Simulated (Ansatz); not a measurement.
Ca3PbO (anti-perovskite)

```
CELL_PARAMETERS angstrom
      9.45629     0.00000     0.00000
      4.72814     4.72814     0.00000
      4.72814     0.00000     4.72814
ATOMIC_POSITIONS crystal
  Ca 0.00000 0.00000 0.50000
  Ca 0.50000 0.00000 0.50000
  Ca 0.50000 0.50000 0.50000
  Ca 0.00000 0.50000 0.50000
  Ca 0.00000 0.50000 0.00000
  Ca 0.50000 0.50000 0.00000
  Pb 0.00000 0.00000 0.00000
  Pb 0.50000 0.00000 0.00000
  O  0.75000 0.50000 0.50000
  O  0.25000 0.50000 0.50000
```

A phonon eigenvector at R = (0.5, 0.5, 0.5) is frozen into this cell: atom i moves by Q times the vector below, so Q is the largest atomic displacement, in Å. The cell is held. It is one choice among 3 degenerate patterns. (q is in reciprocal vectors of the primitive cell; the cell shown is doubled to hold the pattern.)

```tsv
atom	x	y	z
Ca1	0.000	0.000	1.000
Ca2	0.000	0.000	-1.000
Ca5	0.000	1.000	0.000
Ca6	0.000	-1.000	0.000
Pb7	-0.058	0.000	0.000
Pb8	0.058	0.000	0.000
```

Atoms not listed stay in place.

Method: LDA (plane waves to 420 eV, PAW, scalar-relativistic; Ansatz, a quantum-chemistry and plane-wave program). k mesh 10×10×10 (Γ-centred), Fermi-Dirac smearing 0.05 eV. Energies are smeared free energies. With partly filled bands, energies and forces of such displacements shift with the k mesh and the smearing. At this level the bands of Ca3PbO touch or barely overlap. Ca3PbO was relaxed with its symmetry unable to fall. Spin-orbit coupling is left out, though Pb is heavy. ΔE is measured from the undisplaced structure. The last digit holds for this mesh only.

```csv
Q (Å),ΔE (meV/cell)
-0.1000,153.6
-0.0833,106.6
-0.0667,withheld
-0.0500,38.3
-0.0333,17.0
-0.0167,4.3
0.0000,0.0
0.0167,4.3
0.0333,17.0
0.0500,38.3
0.0667,withheld
0.0833,106.6
0.1000,153.6
```

Fit an even polynomial form (powers 2, 4) to the given rows and predict ΔE at Q = -0.0667.

Least squares on the 11 given rows: ΔE = (15340)·Q² + (2448)·Q⁴, in meV/cell with Q in Å; root-mean-square residual 0.04 meV/cell. At -0.0667 the fit gives 68.3 meV/cell; the calculation gives 68.2 meV/cell, so the interpolation is off by 0.1 (+0.1 %). The quadratic term alone would give 68.2 meV/cell.

(A displaced cell: forces are minus the slopes of the energy, force constants its curvatures, and phonons follow from these.)
